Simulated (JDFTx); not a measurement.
System: trifluoroacetic acid, C2HF3O2 (SMILES O=C(O)C(F)(F)F), charge 0, multiplicity 1; geometry: optimised with GFN2-xTB in vacuum (one conformer, no frequencies checked; largest PBE force component 1.6 eV/Å). Z-matrix (Å, degrees):
```
C
O 1 1.1904
O 1 1.3167 2 127.04
H 3 0.9732 1 112.17 2 0.00
C 1 1.5595 2 123.57 3 -179.88
F 5 1.3292 1 111.48 2 -2.06
F 5 1.3365 6 107.84 1 122.22
F 5 1.3370 6 107.83 7 115.82
```

Level of theory: PBE, GBRV ultrasoft potentials, plane waves to 20/100 Ha; code: a modified build of JDFTx. Liquid: CANDLE, water, 1 M NaF. The liquid run sits in a periodic box with 3.75 Å from the outermost atoms to the faces; the vacuum run is isolated. The box matters at about 0.01 eV. The solvation energy is E(in liquid) − E(vacuum) at fixed geometry, with no thermal, conformational or standard-state terms added.

This is the neutral, undissociated acid.

```yaml
solvation_energy: -5.3 kcal/mol
"part: cavitation term of the fluid": 11.4 kcal/mol
"part: dispersion term of the fluid": -8.5 kcal/mol
"part: electrostatic term of the fluid": -10.5 kcal/mol
"part: distortion of the solute's electrons": 2.3 kcal/mol
dipole_moment_in_vacuum: 2.44 D
dipole_moment_in_the_liquid: 3.38 D
"highest occupied level in vacuum (zero: vacuum level)": -7.54 eV
"highest occupied level in the liquid (zero: bulk electrolyte)": -7.38 eV
volume of the model's cavity: 232.5 Å³
rough_cost_vacuum_and_liquid_run: 3 min and 3 min of core time
```
